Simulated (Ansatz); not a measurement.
Nb₅Si₃ (space group I4/mcm)

```
CELL_PARAMETERS angstrom
     -3.27432     3.27432     5.90315
      3.27432    -3.27432     5.90315
      3.27432     3.27432    -5.90315
ATOMIC_POSITIONS crystal
  Nb 0.01690 0.18471 0.50000
  Nb 0.98310 0.81529 0.50000
  Nb 0.18471 0.68471 0.16781
  Nb 0.81529 0.31529 0.83219
  Nb 0.68471 0.51690 0.50000
  Nb 0.31529 0.48310 0.50000
  Nb 0.51690 0.01690 0.83219
  Nb 0.48310 0.98310 0.16781
  Nb 0.50000 0.50000 0.00000
  Nb 0.00000 0.00000 0.00000
  Si 0.12935 0.62935 0.75870
  Si 0.87065 0.37065 0.24130
  Si 0.62935 0.87065 0.50000
  Si 0.37065 0.12935 0.50000
  Si 0.75000 0.75000 0.00000
  Si 0.25000 0.25000 0.00000
```

E(V) scan at fixed shape, V₀ the volume above. The atoms relax within the cell's symmetry.

All values below come from PBEsol (plane waves to 420 eV, PAW, scalar-relativistic; Ansatz, a program for electronic structure). k mesh 8×8×8 (Γ-centred), Fermi-Dirac smearing 0.05 eV. E stands for the smeared free energy. Compression counts positive. With the shape held, the modulus is that of even scaling; a crystal free to change shape is softer. Nb5Si3 is run without spin polarisation. Nb5Si3 was relaxed with its symmetry unable to fall. ΔE is measured from the relaxed starting cell. The last digit holds for this mesh only.

| V (Å³/atom) | ΔE (meV/atom) |
|---|---|
| 13.291 | 351.5 |
| 13.924 | 183.0 |
| 14.556 | 75.5 |
| 15.189 | 17.6 |
| 15.822 | 0.0 |
| 16.455 | 15.3 |
| 17.088 | withheld |
| 17.721 | 120.6 |
| 18.354 | 201.2 |

Question: Fit a third-order Birch-Murnaghan form (E₀, V₀, B₀, B₀′ free) to the given rows and predict ΔE at V = 17.088.

Answer: Least squares on the 8 given rows: ΔE = E₀ + (9V₀B₀/16)·y²·[2 + (B₀′ − 4)y], y = (V₀/V)^(2/3) − 1, with V₀ = 15.824 Å³/atom, B₀ = 205.9 GPa (160.2 GPa = 1 eV/Å³; the term in eV is multiplied by 1000), B₀′ = 4.16, E₀ = 0.14 meV/atom; root-mean-square residual 0.16 meV/atom. At 17.088 the fit gives 57.0 meV/atom; the calculation gives 57.2 meV/atom, so the interpolation is off by -0.2 (-0.3 %). For the pressure the fit gives -13.5 GPa against the computed -13.5 GPa.

(Under strain, the slope of the energy per volume gives the stress and its curvature an elastic modulus.)
